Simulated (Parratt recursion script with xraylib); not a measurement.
## What roughness does to the fringe maxima of BaTiO3 on Al2O3

| layer, from the top | thickness (Å) | density (g/cm³) | rms roughness of its top face (Å) | δ (10⁻⁶) | β (10⁻⁶) |
|---|---|---|---|---|---|
| BaTiO3 | 400 | 5.75 | varied | 6.820 | 0.3432 |
| Al2O3 (substrate) | – | 3.873 | 2.9 | 5.161 | 0.02729 |

The refractive index is n = 1 − δ + iβ. Vacuum lies above.

Densities are inputs, not measurements. They were set from computed cells of the Materials Project: BaTiO3 from entry mp-5986 (P4mm, 5.927 g/cm³, taken at 97 %); Al2O3 from entry mp-1143 (R-3c, 3.873 g/cm³). A layer's crystal structure does not enter its constants, only its composition and density.

Method: specular X-ray reflectivity, Parratt recursion, Névot-Croce roughness, xraylib tables (Parratt recursion script with xraylib 4.3.0).

Photon energy 12.4 keV (λ = 0.9999 Å), s polarisation. The grazing angle θ is scanned from 0.05° to 1.3° in 900 evenly spaced points, and the curve is smoothed with a Gaussian of 0.004° full width. A maximum is a scan point above both neighbours; its place and height come from a parabola through R at the three points.

The table follows two fringe maxima, those next to orders 8.5 and 14.5 of m = (2d/λ)(sin²θ − 2δ)^½, through runs that differ in the roughness σ₁ of the film surface alone.

```
σ₁ (Å)  θ of the first (°)      R there  θ of the second (°)      R there
------  ------------------  -----------  -------------------  -----------
0                    0.643      0.00118                1.059  1.45 × 10⁻⁴
1.8                  0.643      0.00112                1.059  1.25 × 10⁻⁴
4                    0.643            ?                1.059            ?
10                   0.643  2.85 × 10⁻⁴                1.059  6.66 × 10⁻⁶
```

Estimate the two heights for σ₁ = 4 Å.

At a maximum the amplitudes from the film's two faces add: R ≈ (|r₁|g₁ + |r₂|g₂A)². Here q₀ = 4π sin θ/λ, qⱼ = (q₀² − 32π²δⱼ/λ²)^½ (1 film, 2 substrate), |r₁| = |q₀² − q₁²|/(q₀ + q₁)², |r₂| = |q₁² − q₂²|/(q₁ + q₂)² with the numerators taken from the constants, g₁ = exp(−q₀q₁σ₁²/2), g₂ = exp(−q₁q₂σ₂²/2), and A = exp(−16π²β₁d/(λ²q₁)) for absorption in the film.

Check on a shown row, σ₁ = 1.8 Å, second maximum: q₀ = 0.2323, q₁ = 0.2276, q₂ = 0.2288 Å⁻¹; |r₁| = 0.0102, |r₂| = 0.00252; g₁ = 0.918, g₂ = 0.803, A = 0.909; R ≈ 1.26 × 10⁻⁴ against 1.25 × 10⁻⁴ in the table.

- σ₁ = 4 Å, first maximum: q₀ = 0.1410, q₁ = 0.1331, q₂ = 0.1351 Å⁻¹; |r₁| = 0.0287, |r₂| = 0.00729; g₁ = 0.861, g₂ = 0.927, A = 0.850; R ≈ 9.27 × 10⁻⁴.
- σ₁ = 4 Å, second maximum: q₀ = 0.2323, q₁ = 0.2276, q₂ = 0.2288 Å⁻¹; |r₁| = 0.0102, |r₂| = 0.00252; g₁ = 0.655, g₂ = 0.803, A = 0.909; R ≈ 7.26 × 10⁻⁵.

The run gave 9.18 × 10⁻⁴ and 7.24 × 10⁻⁵; the estimates are 1.01 and 1.00 times these.
